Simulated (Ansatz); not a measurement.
BeS in space group P6_422 (No. 181; Be on 3c, S on 3d) at seven volumes, plane-wave PAW r²SCAN+D4 (Ansatz code), shape and atoms relaxed at each. One row is withheld.

```tsv
V (Å³/atom)	P (GPa)
12.109	11.94
12.508	?
12.907	3.42
13.306	0.00
13.706	-2.96
14.105	-5.53
14.504	-7.76
```

Fit the shown pressures and predict the withheld one.

P = (3/2)B₀(x^(7/2) − x^(5/2))[1 + (3/4)(B′ − 4)(x − 1)] with x = (V₀/V)^(2/3). Least squares on the six rows gives V₀ = 13.306 Å³/atom, B₀ = 106 GPa, B′ = 3.78. At V = 12.508, x = 1.0421 and P = 7.37 GPa. The run itself gave 7.37 GPa.

The start of the workflow was typed in or built on a structure type; neither database checked (COD, Materials Project) lists it. COD files the formula under space group No. 216, so this cell is another polymorph or a model. Whether it is the stable phase at ambient conditions was not checked. The r²SCAN+D4 relaxation kept the symmetry of its start; its stability against distortions is not shown here.

Potentials: the earlier of the program's two PAW sets.
